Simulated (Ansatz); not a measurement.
A distorted cell of SiO2 (alpha-cristobalite type, space group P4_12_12):

```xyz
12
Lattice="5.2574 0.0000 0.0000 0.0000 5.2574 0.0000 0.0000 0.0000 7.3420" Properties=species:S:1:pos:R:3 pbc="T T T"
Si     1.4283     1.4283     0.0000
Si     4.0570     1.2005     5.5065
Si     1.2005     4.0570     1.8355
Si     3.8292     3.8292     3.6710
O      1.3020     0.2476     1.1068
O      3.9307     2.3811     4.3997
O      1.3267     2.8763     0.7287
O      3.9554     5.0099     4.7778
O      5.0099     3.9554     2.5642
O      2.3811     3.9307     2.9423
O      2.8763     1.3267     6.6133
O      0.2476     1.3020     6.2351
```

Computed with PBE (plane waves to 420 eV, PAW, scalar-relativistic; Ansatz, a quantum-chemistry and plane-wave program). k mesh 5×5×4 (Γ-centred), Fermi-Dirac smearing 0.05 eV. E stands for the smeared free energy. Stress and pressure are positive under compression. The relaxing atoms change the space group within the scan (I4_1/amd at V/V₀ = 1.160), so nothing is fitted. SiO2 was relaxed with its symmetry unable to fall. The PAW data are Ansatz's earlier set.

Q: What is the stress tensor (GPa)?

A: 
```
  -1.65     0.00     0.00
   0.00    -1.65     0.00
   0.00     0.00    -1.06
```
The pressure, a third of the trace, is -1.46 GPa.

Q: It is the relaxed cell scaled evenly to V/V₀ = 1.107, atoms relaxed where free. What is its energy relative to the relaxed cell?

A: 7.9 meV/atom.

(Under strain, the slope of the energy per volume gives the stress and its curvature an elastic modulus.)
